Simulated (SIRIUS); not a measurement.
Worked example: self-consistent single point of CdS (P1, 8 atoms in the cell; from Materials Project mp-672, changed as shown) in SIRIUS.

Method: LDA (PW92), PseudoDojo 0.4 standard norm-conserving LDA (tails mended) pseudopotentials (plane waves; SIRIUS).

The change in words: atoms moved at random. Reference geometry (P6_3mc):
```
CdS
1.0
    4.16884     0.00000     0.00000
    0.00000     7.22064     0.00000
    0.00000     0.00000     6.77962
Cd S
4 4
Direct
  0.50000   0.16667   0.50022
  0.00000   0.33333   0.00022
  0.00000   0.66667   0.50022
  0.50000   0.83333   0.00022
  0.50000   0.16667   0.87678
  0.00000   0.33333   0.37678
  0.00000   0.66667   0.87678
  0.50000   0.83333   0.37678
```

Reference input (self-consistent single point, DFT, LDA (PW92), plane waves, PseudoDojo 0.4 standard norm-conserving LDA (tails mended) pseudopotentials): parameters.ngridk = 4 3 3; parameters.xc_functionals = [XC_LDA_X, XC_LDA_C_PW]; parameters.gk_cutoff = 10.1 1/bohr; parameters.pw_cutoff = 20.2 1/bohr; parameters.smearing = fermi_dirac; parameters.smearing_width = 0.000734986 Ha; potentials = PseudoDojo 0.4 standard norm-conserving LDA (tails mended) pseudopotentials; parameters.electronic_structure_method = pseudopotential; parameters.num_bands = 62; parameters.num_mag_dims = 0; parameters.num_dft_iter = 100; parameters.energy_tol = 1e-07 Ha. This run's input differs from it in these lines:

```diff
@@ -44,12 +44,12 @@
       "Cd": [
-        [0.5, 0.166667, 0.50022],
-        [0.0, 0.333333, 0.00022],
-        [0.0, 0.666667, 0.50022],
-        [0.5, 0.833333, 0.00022]
+        [0.500309, 0.17517, 0.499289],
+        [-0.000749, 0.329281, -0.002783],
+        [0.005276, 0.677937, 0.498643],
+        [0.515604, 0.828584, 0.007808]
       ],
       "S": [
-        [0.5, 0.166667, 0.87678],
-        [0.0, 0.333333, 0.37678],
-        [0.0, 0.666667, 0.87678],
-        [0.5, 0.833333, 0.37678]
+        [0.487725, 0.166211, 0.875321],
+        [-0.009677, 0.327707, 0.371528],
+        [-0.001477, 0.663315, 0.887397],
+        [0.502988, 0.831794, 0.370797]
       ]
```

Log, with long lists cut:

```
[find] density tolerance         : 1e-06
[find] total energy tolerance    : 1e-07
[find] iter_solver_tol (initial) : 0.01
[find] iter_solver_tol (target)  : 1e-13
[find] num_dft_iter              : 100
Charges and magnetic moments
--------------------------------------------------------------------------------
total charge          : 104.000000
[find] | SCF iteration   0 out of 100|
[diagonalize] iterative solver tolerance (occupied, empty): 0.01 0.01
[diagonalize] average number of iterations: 4.89474
[find] Charges and magnetic moments
[find] total charge          : 104.000000
[find] Energy
   [... lines left out ...]

[find] Charges and magnetic moments
[find] total charge          : 104.000000
[find] Energy
[find] smearing (-TS)                 :      -0.00000000
[find] Total energy                   :    -745.54685413 (Ha),   -1491.09370825 (Ry)
[find] Free energy (E-TS)             :    -745.54685413 (Ha),   -1491.09370825 (Ry)
[find] band gap (eV)                  :       0.85217170
[find] Efermi                         :       0.24861084
[find] iteration : 14, RMS (target) : 3.5314e-07 (1.0000e-06) , energy difference (target) : -5.4570e-12 (1.0000e-07)
[find] bands are converged : false
[find] iterative solver converged : true
[find] converged after 15 SCF iterations!
[find] Charges and magnetic moments
[find] total charge          : 104.000000
[find] Energy
[find] smearing (-TS)                 :      -0.00000000
[find] Total energy                   :    -745.54685413 (Ha),   -1491.09370825 (Ry)
[find] Free energy (E-TS)             :    -745.54685413 (Ha),   -1491.09370825 (Ry)
[find] band gap (eV)                  :       0.85217170
[find] Efermi                         :       0.24861084
[ground_state] === stress tensor components [kbar] ===
[ground_state] === stress_total ===
[ground_state]    29.743880    2.403852    4.867210
[ground_state]     2.403852   44.202735    1.884184
[ground_state]     4.867210    1.884184   34.450023
[ground_state] ==== total Forces in Ha/bohr =====
   [... lines left out ...]
[ground_state] atom:    3, force:      -0.0063851      0.0035461     -0.0082804
[ground_state] atom:    4, force:       0.0053195     -0.0048377     -0.0008869
[ground_state] atom:    5, force:       0.0050609      0.0085845      0.0032414
[ground_state] atom:    6, force:       0.0060835      0.0017262     -0.0106695
[ground_state] atom:    7, force:       0.0001479      0.0048428      0.0108696
```

The run converged in 15 iterations. SIRIUS prints the stress tensor with tension positive. Against the reference run the free energy goes up by 14.0 meV/atom, the pressure goes from -3.89 to -3.61 GPa and the largest force goes from 0.006 to 0.638 eV/Å.

The structure comes from a collection of computed structures, made at another level of theory; the collection holds predicted forms beside known ones.

Cost on one core: around 9 core-minutes (rough).

The gap that the log prints is read on the run's mesh, which can miss the band edges or a crossing.

“Tails mended”: in these copies of the files the far tail of each local potential was reset to the Coulomb form.
